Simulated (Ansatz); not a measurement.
HfN:
```yaml
crystal:
  lattice:
    - [0.00000, 2.27381, 2.27381]
    - [2.27381, 0.00000, 2.27381]
    - [2.27381, 2.27381, 0.00000]
  atoms:
    - { symbol: Hf, position: [0.00000, 0.00000, 0.00000] }
    - { symbol: N, position: [0.50000, 0.50000, 0.50000] }
```

Relaxed with PBE.

### Question
Map the electron localisation function on the plane through (0.000, 0.000, 0.000) spanned by u = [1, 0, 0] and v = [0, 1, -1] in lattice vectors, from PBE (plane waves, PAW; program Ansatz).

### Answer
x is the fraction of u, y of v (the angle between them is 90°; rows are the nearest grid lines); atoms in the plane: Hf at (0.00, 0.00), N at (0.50, 0.50).
```
y \ x   0.000  0.0625  0.188  0.250  0.375  0.438  0.562  0.625  0.750  0.812  0.938   1.00
------  -----  ------  -----  -----  -----  -----  -----  -----  -----  -----  -----  -----
1.00    0.747   0.796  0.802  0.580  0.108  0.132  0.132  0.108  0.580  0.802  0.796  0.747
0.938   0.796   0.823  0.777  0.523  0.109  0.156  0.156  0.109  0.523  0.777  0.823  0.796
0.875   0.845   0.844  0.668  0.352  0.148  0.277  0.277  0.148  0.352  0.668  0.844  0.845
0.750   0.580   0.523  0.178  0.152  0.631  0.754  0.754  0.631  0.152  0.178  0.523  0.580
0.688   0.236   0.200  0.149  0.339  0.796  0.810  0.810  0.796  0.339  0.149  0.200  0.236
0.625   0.108   0.109  0.321  0.631  0.794  0.703  0.703  0.794  0.631  0.321  0.109  0.108
0.562   0.132   0.156  0.533  0.754  0.703  0.375  0.375  0.703  0.754  0.533  0.156  0.132
0.438   0.132   0.156  0.533  0.754  0.703  0.375  0.375  0.703  0.754  0.533  0.156  0.132
0.375   0.108   0.109  0.321  0.631  0.794  0.703  0.703  0.794  0.631  0.321  0.109  0.108
0.312   0.236   0.200  0.149  0.339  0.796  0.810  0.810  0.796  0.339  0.149  0.200  0.236
0.250   0.580   0.523  0.178  0.152  0.631  0.754  0.754  0.631  0.152  0.178  0.523  0.580
0.125   0.845   0.844  0.668  0.352  0.148  0.277  0.277  0.148  0.352  0.668  0.844  0.845
0.0625  0.796   0.823  0.777  0.523  0.109  0.156  0.156  0.109  0.523  0.777  0.823  0.796
0.000   0.747   0.796  0.802  0.580  0.108  0.132  0.132  0.108  0.580  0.802  0.796  0.747
```

The density is the valence pseudo-density with augmentation charge, so density and ELF within about 1 Å of a nucleus are not all-electron values.

Space group Fm-3m (rock salt). The cell was relaxed with PBE under the symmetry of its start; of distortions, only those at the zone centre were tested. The run is not spin-polarised. Spin–orbit coupling is left out wherever it is not named.

Potentials: the later of the program's two PAW sets.
